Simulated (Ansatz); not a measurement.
Trial structures of KYSe₂

KYSe₂ was placed in 4 structures, borrowed from other compounds or built from prototypes, and relaxed with PBEsol and then r2SCAN+rVV10 in Ansatz, symmetry kept. Energies are static, from a final single point; gaps are the least over its mesh and special points. Simulated, non-magnetic, generated structures, which need not be known phases.

| start | ends in | volume (Å³/atom) | energy, r2SCAN+rVV10 (meV/atom) | gap, r2SCAN+rVV10 (eV) | shaken (PBEsol) |
| --- | --- | --- | --- | --- | --- |
| ordering on rocksalt (d) | P4/mmm | 26.97 | 259 | 0.43 | returns (16 atoms) |
| ordering on rocksalt (b) | I4_1/amd | 27.82 | 82 | 2.04 | returns (16 atoms) |
| ordering on rocksalt | Pmmn | 28.49 | 0 | 2.24 | returns (16 atoms) |
| ordering on rocksalt (c) | P4/nmm | 28.59 | 172 | 0.46 | returns (16 atoms) |

Energies count from the lowest cell; the last column tells what a randomly displaced small cell does when relaxed without symmetry, which tests only the distortions that fit it.

Of the symmetric cells the lowest is the one started from ordering on rocksalt, which ends in Pmmn (No. 59), 82 meV an atom below the next (ordering on rocksalt (b)). Other structures, not tried here, could lie lower.

The cells in order of energy (the first three):
- ordering on rocksalt: Pmmn, 28.49 Å³ an atom. Around K lie 6 Se at 3.07–3.38 Å; around Se lie 2 Y at 2.79 Å and 4 K at 3.07–3.31 Å; around Y lie 6 Se at 2.79–3.01 Å; around Se lie 4 Y at 2.90–3.01 Å and 2 K at 3.38 Å.
- ordering on rocksalt (b): I4_1/amd, 27.82 Å³ an atom. Around K lie 6 Se at 3.02–3.34 Å; around Se lie 3 Y at 2.81–3.02 Å and 3 K at 3.02–3.34 Å; around Y lie 6 Se at 2.81–3.02 Å.
- ordering on rocksalt (c): P4/nmm, 28.59 Å³ an atom. K is surrounded by 6 Se at 3.09–3.61 Å; Se is surrounded by 1 Y at 2.58 Å and 5 K at 3.09–3.39 Å; Se is surrounded by 5 Y at 2.99–3.03 Å and 1 K at 3.61 Å; Y is surrounded by 6 Se at 2.58–3.03 Å.

The lowest symmetric cell:
```xyz
8
Lattice="4.1294 0.0000 0.0000 0.0000 6.0110 0.0000 0.0000 0.0000 9.1819" Properties=species:S:1:pos:R:3 pbc="T T T"
K     0.0000    0.0000    8.2011
Se    0.0000    3.0055    7.5719
K     2.0647    3.0055    0.9808
Se    2.0647    0.0000    1.6099
Y     0.0000    0.0000    3.4835
Se    0.0000    3.0055    3.6598
Y     2.0647    3.0055    5.6983
Se    2.0647    0.0000    5.5221
```

Spin-orbit coupling is left out.
